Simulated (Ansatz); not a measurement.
Here is the system:

LuB₂Os₃:
```cif
data_B2LuOs3
_chemical_formula_sum 'B2 Os3 Lu1'
_space_group_name_H-M_alt 'P 1'
_space_group_IT_number 1
_cell_length_a 5.44165
_cell_length_b 5.44165
_cell_length_c 2.97408
_cell_angle_alpha 90.000
_cell_angle_beta 90.000
_cell_angle_gamma 120.000
loop_
_space_group_symop_operation_xyz
  'x, y, z'
loop_
_atom_site_label
_atom_site_type_symbol
_atom_site_fract_x
_atom_site_fract_y
_atom_site_fract_z
_atom_site_occupancy
B1 B 0.33333 0.66667 0.00000 1
B2 B 0.66667 0.33333 0.00000 1
Os1 Os 0.50000 0.00000 0.50000 1
Os2 Os 0.50000 0.50000 0.50000 1
Os3 Os 0.00000 0.50000 0.50000 1
Lu1 Lu 0.00000 0.00000 0.00000 1
```

This is the LDA-relaxed structure.

Problem. All from DFT-LDA in the program Ansatz with PAW potentials, unless another level is named. Predict the electronic character.

Solution. metallic (no gap).

Problem. Predict the formation energy from the elements (no fitted shifts).

Solution. -0.32 eV/atom.

Problem. Give the density of states at the Fermi level.

Solution. 0.40 states/eV per atom (mean over ±0.08 eV).

Space group P6/mmm. The workflow started from an entry of the Crystallography Open Database (COD). Its standing as an ambient phase is unchecked. The LDA relaxation kept the symmetry of its start; of distortions, only those at the zone centre were tested, and some modes there are weakly imaginary. No spin polarisation was allowed. The references are the lowest solids computed at this level, not always the standard phases. Scalar-relativistic: spin–orbit coupling is off unless named, which matters more the heavier the elements.

Potentials: the later of the program's two PAW sets.
